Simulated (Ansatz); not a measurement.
Fe$_{2}$Ge in space group P4/nmm (No. 129; Fe on 2a, Fe on 2c, Ge on 2c), PBE (plane waves, PAW; program Ansatz), all energies at zero smearing, with the estimated change up to a 700 eV cutoff added, with one set of potentials and settings (totals compare only within such a set). Cell of 6 atoms (4 Fe, 2 Ge): -26512.105 eV.

```
element                             reference phase  E (eV/atom)
-------  ------------------------------------------  -----------
Fe       Im-3m, 1 atoms in the cell, spin-polarised   -4480.4888
Ge                       Fd-3m, 2 atoms in the cell   -4294.9847
```

Formation energy per atom, worked out: (-26512.105 − 4×(-4480.4888) − 2×(-4294.9847))/6 = -0.030 eV/atom (-3 kJ per mol of atoms), at 0 K, without zero-point energy or fitted corrections.

A made-up cell: these elements were put on the sites of a structure type; neither database checked (COD, Materials Project) lists it. Whether it is the stable phase at ambient conditions was not checked. Symmetry was held in the PBE relaxation; its stability against distortions is not shown here. Magnetic state: ferromagnetic, chosen from 5 collinear starts compared on coarse meshes (ties went to the first, and starts can fall back to one state), not a proven ground state. The references are the lowest solids computed at this level, not always the standard phases.

Potentials: the later of the program's two PAW sets.
